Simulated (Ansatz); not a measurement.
Trial structure of CoW2, not yet relaxed:

```xyz
6
Lattice="2.7859 0.0000 0.0000 -1.3930 2.4127 0.0000 0.0000 0.0000 13.4253" Properties=species:S:1:pos:R:3 pbc="T T T"
Co    0.0000    1.6085    3.3563
Co    1.3930    0.8042   10.0689
W     0.0000    1.6085   12.3065
W     0.0000    1.6085    7.8314
W     1.3930    0.8042    1.1188
W     1.3930    0.8042    5.5939
```

Level of theory: DFT PBE, scalar-relativistic, plane waves, PAW in Ansatz 0.2.0. Plane waves to 420 eV, a k mesh through Γ of 6×6×2 on the computed 6-atom cell and Gaussian smearing (0.10 eV); collinear spin from starting moments 3.0 3.0 0.0 0.0 0.0 0.0 μB.

The zero of energy is the elements' standard structures at the same level; no fitted shifts are applied.

**Question.** What does a single point on this coarse mesh give?

**Answer.** The pressure is -3.1 GPa (the mean over three directions, positive in compression), the largest force is 3.42 eV/Å, and the energy is +0.47 eV/atom against the elements. The shortest distance is 2.76 Å.

**Question.** Is it a good guess?

**Answer.** A fair one: relaxing gains about 0.17 eV/atom (the start's value is from the coarse mesh, so the gain is rough) in 12 ionic steps and ends at +0.30 eV/atom on the finer mesh. The symmetry stays P6_3/mmc (No. 194). The end has the 2H molybdenite type. The volume per atom shrinks by 3.5 %, from 15.0 to 14.5 Å³. The shortest distance goes from 2.76 Å (Co–W and W–W) to 2.62 Å (Co–W). Conventional cell: a = 2.752 Å, c = 13.272 Å. Co has 6 W at 2.62 Å and 6 Co at 2.75 Å; W has 3 Co at 2.62 Å, 6 W at 2.75 Å and 3 W at 2.94 Å.

The last run used collinear spin, an 18×18×4 mesh (in the run's order of axes) for its 6-atom cell and Gaussian smearing of 0.10 eV. These runs have no spin–orbit coupling, which can matter for W. The magnetic state reached may not be the lowest. The relaxation can't lower the symmetry of the start, and the grade says only how near the guess is to its own end. Symmetry constrained the relaxation, so the result can be a saddle point.
